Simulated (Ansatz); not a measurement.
Ni (hcp, Mg type)

```xyz
2
Lattice="2.4468 0.0000 0.0000 -1.2234 2.1190 0.0000 0.0000 0.0000 4.0174" Properties=species:S:1:pos:R:3 pbc="T T T"
Ni     0.0000     1.4127     1.0043
Ni     1.2234     0.7063     3.0130
```

The slice is a (1 -1 0 0) plane (indices of the conventional cell) through the point (0.333, 0.667, 0.250) (fractional), spanned by u = [110] and v = [001] in vectors of this cell: u (2.45 Å) and v (4.02 Å, at 90° to u). It covers one period; positions are fractions (u, v).

All values below come from PBEsol (plane waves to 420 eV, PAW, scalar-relativistic; Ansatz, a program for electronic structure). k mesh 22×22×12. Inside the PAW spheres the values are not all-electron values, and peaks at nuclei hang on which shells count as valence. Ni was relaxed with its symmetry unable to fall. Relaxed Ni ends ferromagnetic. This is one of several known forms of Ni; the measured ambient cells at hand have space group No. 225. The magnetic order is the one the run started from; other orders were not tried.

Task: What is the valence density on the shortest Ni–Ni line in this plane (2.45 Å), at its midpoint?

Result: 0.35 e/Å³.

Task: What is the ELF at the midpoint of the shortest Ni–Ni line in this plane (2.45 Å)?

Result: 0.2.

Task: Sketch the spin density, up minus down on this plane as a map.

Result: 
```
|775522110000000000000000112255|
|332211000000000000000000001122|
|111100000000000000000000000011|
|000000000000000000000000000000|
|000000000000000000000000000000|
|000000000000000000000000000000|
|000000000000000000000000000000|
|000000000000000000000000000000|
|000000000000000000000000000000|
|000000000000000000000000000000|
|000000000000000000000000000000|
|000000000000000000000000000000|
|000000000000000000000000000000|
|000000000000000000000000000000|
|000000000000000000000000000000|
|000000000000000000000000000000|
|000000000000000000000000000000|
|000000000000000000000000000000|
|000000000000000000000000000000|
|000000000000000000000000000000|
|111100000000000000000000000011|
|332211000000000000000000001122|
|775522110000000000000000112255|
|997733110000000000000000113377|
```
Scale: ten equal steps from -0.01 (start of '0') to 2.85 (end of '9'), in the order '0123456789'. Values: spin density, up minus down in e/Å³. The map has 15 points along u (two characters each, u = 0 at the left) and 24 along v (v = 0 in the bottom row).
